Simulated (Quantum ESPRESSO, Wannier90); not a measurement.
## Wannierisation of KTaO3 (cubic perovskite)

```xyz
5
Lattice="3.9949 0.0000 0.0000 0.0000 3.9949 0.0000 0.0000 0.0000 3.9949" Properties=species:S:1:pos:R:3 pbc="T T T"
K      1.9974     1.9974     1.9974
Ta     0.0000     0.0000     0.0000
O      0.0000     1.9974     0.0000
O      1.9974     0.0000     0.0000
O      0.0000     0.0000     1.9974
```

Materials Project entry mp-3614; symmetrised, unrelaxed at this level. COD (Crystallography Open Database) records the formula in this space group. Ideal cubic forms of this type are often high-temperature phases that distort on cooling; symmetry holds the cell here, and its stability was not tested. Level: PBEsol, no spin polarisation, no spin-orbit coupling; pw.x of Quantum ESPRESSO at 68 Ry with PseudoDojo potentials, 8×8×8 k-points, Wannier90. Density: 8×8×8 mesh, cold smearing 0.01 Ry. Spin-orbit coupling is left out although heavy elements are present.

A tight-binding model is made by disentanglement and projection with no localisation steps (num_iter = 0), so the 14 orbitals stay atom-like: hydrogen-like Ta: d; O: p, axes along x, y, z; frozen window up to 3.64 eV relative to the valence-band maximum. It follows pw.x to 0.5 meV rms for states up to 3.1 eV relative to the valence-band maximum. Matrix elements depend on this choice of orbitals and windows.

Task: What are the on-site energies relative to the valence-band maximum, and how fast do the hoppings decay?

Result: 
| atom | orbitals | energy (eV) |
|---|---|---|
| Ta2 | dz2 dx2-y2 | 6.86 |
| Ta2 | dxz dyz dxy | 3.13 |
| O3 | pz px | -1.22 |
| O3 | py | -1.79 |
| O4 | pz py | -1.22 |
| O4 | px | -1.79 |
| O5 | pz | -1.79 |
| O5 | px py | -1.22 |

| distance of the centres (Å) | largest modulus (eV) |
|---|---|
| 1–2 | 3.3 |
| 2–3 | 0.50 |
| 3–4 | 0.23 |
| 4–5 | 0.055 |
| 5–6 | 0.041 |
| 6–7 | 0.0100 |
| 7–8 | 0.0096 |
| 8–9 | 0.0016 |
| 9–10 | 0.0060 |
| 10–11 | 0.0013 |
| 11–12 | 0.0023 |
| 12–13 | 0.00054 |
